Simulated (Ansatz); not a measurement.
**Equation of state of Cs3GaF6 and its gap**

A database entry relaxed whole under r2SCAN (Fm-3m):

```
CELL_PARAMETERS angstrom
0.00000 4.69837 4.69837
4.69837 0.00000 4.69837
4.69837 4.69837 0.00000
ATOMIC_POSITIONS crystal
Cs 0.75000 0.75000 0.75000
Cs 0.25000 0.25000 0.25000
Cs 0.00000 0.00000 0.00000
Ga 0.50000 0.50000 0.50000
F 0.29778 0.70222 0.70222
F 0.70222 0.29778 0.70222
F 0.70222 0.29778 0.29778
F 0.29778 0.70222 0.29778
F 0.70222 0.70222 0.29778
F 0.29778 0.29778 0.70222
```

The cell was scaled uniformly, its shape held, and the atoms relaxed at each volume with plane-wave PAW DFT (Ansatz 0.2.0; r2SCAN, 500 eV, 6×6×6 Γ-centred mesh, fermi-dirac occupations of width 0.020 eV; no spin, no spin-orbit coupling). One row is withheld.

```csv
volume (Å³/atom),energy over the lowest (meV/atom),pressure (GPa),gap over mesh and path (eV)
19.498,9.8,2.70,7.215
19.913,?,?,?
20.328,1.0,0.79,7.059
20.743,0.0,0.00,6.977
21.158,0.9,-0.68,6.889
21.573,3.4,-1.27,6.795
21.988,7.4,-1.79,6.696
```

Task: Fit the pressures of the other rows to the third-order Birch-Murnaghan form.

Result: With f = [(V₀/V)^(2/3) − 1]/2 and P = 3B₀f(1 + 2f)^(5/2)[1 + 3(B₀′ − 4)f/2], least squares gives V₀ = 20.75 Å³ an atom, B₀ = 36.4 GPa and B₀′ = 5.8; the rows miss the fit by less than 0.01 GPa. The slope of the energies differs from these pressures by less than 0.05 GPa.

Task: How does the gap move with volume?

Result: A parabola in ln(V/V₀) through the other rows has the slope dE_g/d ln V = -4.3 eV at V₀, so by B₀ the gap moves by +119 meV a GPa: it widens under pressure.

Task: What does the withheld row hold?

Result: The fit gives 1.68 GPa at 19.913 Å³; the run gave 1.68 GPa and 4.2 meV an atom. Its gap is 7.138 eV, against 7.140 eV from the parabola.

Caveats: the shape of the cell was held; 0 K, fixed nuclei; the symmetry was kept, and this need not be the phase that is stable at 0 K; one mesh for all volumes; r2SCAN gaps lie as a rule under measured ones; the slope of the gap can be off by tens of per cent, more where shallow d levels or spin-orbit coupling act on the edges; pressure is positive in compression.
